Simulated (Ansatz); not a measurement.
ZrSi$_{2}$ (fluorite, Fm-3m), PBE (plane waves, PAW; program Ansatz), all energies at zero smearing, with the estimated change up to a 700 eV cutoff added, with one set of potentials and settings (totals compare only within such a set). Cell of 3 atoms (1 Zr, 2 Si): -5454.829 eV.

```csv
element,reference phase,E (eV/atom)
Zr,"P6_3/mmc, 2 atoms in the cell",-4183.8362
Si,"Fd-3m, 2 atoms in the cell",-635.8096
```

Formation energy per atom, worked out: (-5454.829 − 1×(-4183.8362) − 2×(-635.8096))/3 = 0.209 eV/atom (20 kJ per mol of atoms), at 0 K, without zero-point energy or fitted corrections.

The cell is a constructed one: a structure type filled with these elements; neither database checked (COD, Materials Project) lists it. COD files the formula under space group No. 63, so this cell is another polymorph or a model. Its standing as an ambient phase is unchecked. Symmetry was held in the PBE relaxation; its stability against distortions is not shown here. The run is not spin-polarised. The references are the lowest solids computed at this level, not always the standard phases.

Potentials: the later of the program's two PAW sets.
